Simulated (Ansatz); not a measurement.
The relaxed structure here is a generated cell of La2Te3: the first start was made by placing the elements on the sites of a structure type, and the end was not matched to a known phase here, so it may be hypothetical.

The start is a generated trial cell of La2Te3 in the stibnite structure type. Cell shape, volume and atoms are optimised at zero target pressure with PBEsol (plane waves to 420 eV, PAW, scalar-relativistic; Ansatz, an electronic-structure program). The first steps use a coarse 2×4×2 k-mesh.

Starting cell:
```
La2Te3
1.0
   13.54788     0.00000     0.00000
    0.00000     4.59874     0.00000
    0.00000     0.00000    13.47943
La Te
8 12
Direct
  0.97063   0.25000   0.17398
  0.47063   0.25000   0.32602
  0.02937   0.75000   0.82602
  0.52937   0.75000   0.67398
  0.64939   0.25000   0.96397
  0.14939   0.25000   0.53603
  0.35061   0.75000   0.03603
  0.85061   0.75000   0.46397
  0.29220   0.25000   0.19181
  0.79220   0.25000   0.30819
  0.70780   0.75000   0.80819
  0.20780   0.75000   0.69181
  0.45040   0.25000   0.87700
  0.95040   0.25000   0.62300
  0.54960   0.75000   0.12300
  0.04960   0.75000   0.37700
  0.62460   0.25000   0.56110
  0.12460   0.25000   0.93890
  0.37540   0.75000   0.43890
  0.87540   0.75000   0.06110
```

What pressure does the first self-consistent step give?

-2 GPa (negative: the cell is under tension).

What is the largest force in the starting geometry, and on which atom (counted from 1)?

About 1.1 eV/Å, on La5, La6, La7, La8 (atoms numbered as listed).

How does the volume per atom move from start to end?

-21.8 %, from 41.99 to 32.84 Å³/atom.

How do the shortest distances between atoms change?

The closest pairs of elements (up to four, under 3.6 Å), start → end: La–Te 2.94 → 3.18 Å.

What band gap does the relaxed structure have at this level?

0.03 eV, direct at Γ (no spin-orbit coupling).

The space group stays Pnma (No. 62) (the run could not lower it), with 20 atoms in the primitive cell. Final values are on a 3×6×3 k-mesh of the relaxed cell. No spin polarisation in the result. Spin-orbit coupling is missing; with elements this heavy it can move band edges by tenths of an eV or more.

The run could not lose the symmetry of its start: the end is stationary, and may be a saddle point rather than a minimum.
